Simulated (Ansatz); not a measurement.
## Sn3Bi (Pm-3m), rigid cleavage

Computed with DFT r2SCAN, scalar-relativistic, plane waves, PAW in Ansatz 0.2.0. The runs took a 500 eV cutoff, a Γ-centred 10×10×5 mesh and Gaussian smearing (0.15 eV). Spin–orbit coupling is left out, which can shift energies with elements as heavy as these. No spin polarisation. Energies are free energies at this smearing, counted from the undisturbed cell; pressure is positive in compression.

The undisturbed cell (relaxed at this level; it needn't be the usual structure):

```
Sn Bi
1.0
     0.00000   -4.84937    0.00000
     0.00000    0.00000   -4.84937
     9.69873    0.00000    0.00000
Sn Bi
6 2
Direct
  0.50000 0.50000 0.87500
  0.50000 0.50000 0.37500
  0.00000 0.50000 0.12500
  0.00000 0.50000 0.62500
  0.50000 0.00000 0.12500
  0.50000 0.00000 0.62500
  0.00000 0.00000 0.87500
  0.00000 0.00000 0.37500
```

The cut lies on the cell's a–b face, a (1 0 0) plane (indices in the standard cell, whose axes needn't be the Cartesian ones shown) of area 23.52 Å², between layers 2.42 Å apart. Vector c is lengthened by d along the normal with the atoms' Cartesian places fixed: one unrelaxed cut a cell. The cell is metallic on the mesh throughout.

```
d (Å) energy (J/m²) traction dE/dd (GPa)
 0.00           0.00                   0.0
 0.50           0.12                   3.6
 1.00           0.31                   3.6
 3.00           0.67                   0.5
```

Cost: 4 runs of about 15 core-minutes in all, on Arm Neoverse V1 (shared hosts).